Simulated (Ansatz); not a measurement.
Se (trigonal-Se type, space group P3_121)

```yaml
crystal:
  lattice:
    - [4.03907, 0.00000, 0.00000]
    - [-2.01954, 3.49794, 0.00000]
    - [0.00000, 0.00000, 5.12041]
  atoms:
    - { symbol: Se, position: [0.24866, 0.24866, 0.50000] }
    - { symbol: Se, position: [0.75134, 0.00000, 0.83333] }
    - { symbol: Se, position: [0.00000, 0.75134, 0.16667] }
```

This relaxed cell (volume V₀) is scaled evenly in all directions, its shape held. The atoms relax within the cell's symmetry.

Calculation: PBEsol (plane waves to 420 eV, PAW, scalar-relativistic; Ansatz, a program for electronic structure). k mesh 9×9×7 (Γ-centred), Fermi-Dirac smearing 0.05 eV. E stands for the smeared free energy. Se was relaxed with its symmetry unable to fall. The PAW data are Ansatz's earlier set. ΔE is measured from the relaxed starting cell.

**Question.** What ΔE (meV/atom) does the calculation give at V/V₀ = 0.900, 0.925, 0.950, 0.975, 1.025, 1.050, 1.075, 1.100?

**Answer.** 
```tsv
V/V₀	ΔE (meV/atom)
0.900	33.1
0.925	17.4
0.950	7.2
0.975	1.7
1.025	1.5
1.050	5.8
1.075	12.2
1.100	20.6
```

(Under strain, the slope of the energy per volume gives the stress and its curvature an elastic modulus.)
